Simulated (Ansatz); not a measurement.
BaZrS3 (Pnma) was relaxed and computed twice in Ansatz (plane waves, PAW), once with LDA and once with PBE.

|  | run 1 | run 2 |
|---|---|---|
| cell | a = 7.0255 Å, b = 9.8356 Å, c = 6.8536 Å, α = β = γ = 90.00° | a = 7.162 Å, b = 10.032 Å, c = 7.030 Å, α = β = γ = 90.00° |
| gap (eV) | 0.85 | 1.06 |
| ΔH_f (eV/atom) | -1.95 | -1.86 |
| B₀ by P(V) fit (GPa) | 80.4 | 70.1 |
| K_Hill (GPa) | 81.4 | 70.5 |
| G_Hill (GPa) | 36.1 | 33.9 |
| highest Γ mode, no LO–TO term (cm⁻¹) | 427 | 405 |
| electron conductivity mass (mₑ) | 0.26 | 0.31 |
| Θ_D (K) | 326 | 319 |

Question: Which run used which functional?

Answer: Run 1 is LDA, run 2 is PBE.

All cells were relaxed under the symmetry of their starts (and spin orders); stability against distortions was not tested throughout. Rows with no word on spin ran without spin polarisation. Scalar-relativistic: spin–orbit coupling is off unless named, which matters more the heavier the elements.

Potentials: the later of the program's two PAW sets.

Ansatz (a program for electronic structure) is a plane-wave DFT program.

Formation energies count from the lowest solids of the elements computed at the same level, not from gases.
